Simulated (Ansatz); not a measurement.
AlPd3N:
```xyz
5
Lattice="4.1038 0.0000 0.0000 0.0000 4.1038 0.0000 0.0000 0.0000 4.1038" Properties=species:S:1:pos:R:3 pbc="T T T"
Al     0.0000     0.0000     0.0000
Pd     0.0000     2.0519     2.0519
Pd     2.0519     0.0000     2.0519
Pd     2.0519     2.0519     0.0000
N      2.0519     2.0519     2.0519
```

Relaxed with r²SCAN. Special points in fractions of this cell's reciprocal vectors: Γ (0.000, 0.000, 0.000); X (0.000, 0.500, 0.000); M (0.500, 0.500, 0.000); R (0.500, 0.500, 0.500).

Q: List the band energies nearest the Fermi level at these points for r²SCAN (plane waves, PAW; program Ansatz).

A: In eV from the Fermi level; about four levels below and three above (degenerate sets whole), none deeper than 8.9 eV; points with the same levels are listed once.

| k | below | above |
|---|---|---|
| Γ | -1.48 -1.46 -1.46 -1.46 | 1.05 1.38 1.38 1.38 |
| X | -2.31 -1.46 -1.24 -1.24 | 1.20 1.55 3.86 3.86 |
| M | -1.73 -0.73 -0.73 -0.41 | 2.47 3.81 3.81 |
| R | -2.19 -2.19 -2.19 -1.61 -1.61 -1.61 | 1.05 1.05 1.05 |

Space group Pm-3m (anti-perovskite). The start of the workflow was typed in or built on a structure type; neither database checked (COD, Materials Project) lists it. Its standing as an ambient phase is unchecked. The r²SCAN relaxation kept the symmetry of its start; its stability against distortions is not shown here. No spin polarisation was allowed. The volume moved by 16 % from the start of the relaxation. Spin–orbit coupling is left out wherever it is not named.

Potentials: the later of the program's two PAW sets.
